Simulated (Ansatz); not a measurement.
Ga2O3:
```
Ga2O3
1.0
    6.12775     1.51971     0.00000
   -6.12775     1.51971     0.00000
   -1.38640     0.00000     5.64053
Ga O
4 6
Direct
  0.09046   0.90954   0.79465
  0.90954   0.09046   0.20535
  0.65879   0.34121   0.31432
  0.34121   0.65879   0.68568
  0.16418   0.83582   0.10909
  0.83582   0.16418   0.89091
  0.17336   0.82664   0.56356
  0.82664   0.17336   0.43644
  0.49631   0.50369   0.25627
  0.50369   0.49631   0.74373
```

Relaxed with r²SCAN. Special points in fractions of this cell's reciprocal vectors: Γ (0.000, 0.000, 0.000); C (0.266, 0.266, 0.000); C2 (-0.266, 0.734, 0.000); Y2 (-0.500, 0.500, 0.000); M2 (-0.500, 0.500, 0.500); D (-0.258, 0.742, 0.500); D2 (0.258, 0.258, 0.500); A (0.000, 0.000, 0.500); L2 (0.000, 0.500, 0.500); V2 (0.000, 0.500, 0.000).

**Question.** List the band energies nearest the valence-band maximum at these points for plane-wave PAW r²SCAN (Ansatz code).

**Answer.** In eV from the valence-band maximum; about four levels below and three above (degenerate sets whole), none deeper than 8.9 eV; points with the same levels are listed once.

```json
[
 {"k": "Γ", "below": "-0.68 -0.68 -0.49 -0.28 -0.03", "above": "3.02 6.40 7.44"},
 {"k": "C", "below": "-0.85 -0.76 -0.49 -0.15", "above": "6.49 7.24 7.70"},
 {"k": "Y2", "below": "-0.68 -0.66 -0.43 -0.17", "above": "5.18 5.44 6.54"},
 {"k": "M2", "below": "-0.63 -0.60 -0.60 -0.01", "above": "5.86 5.98 6.95"},
 {"k": "D", "below": "-1.16 -0.91 -0.89 -0.65", "above": "7.68 7.76 8.42"},
 {"k": "A", "below": "-0.66 -0.64 -0.48 -0.31", "above": "5.41 5.54 7.49"},
 {"k": "L2", "below": "-1.14 -1.07 -0.75 -0.68", "above": "7.65 7.70 8.62"},
 {"k": "V2", "below": "-0.76 -0.73 -0.46 -0.16", "above": "6.36 7.31 8.02"}
]
```

Space group C2/m. The cell was relaxed with r²SCAN under the symmetry of its start. Spin–orbit coupling is left out wherever it is not named.

Potentials: the later of the program's two PAW sets.
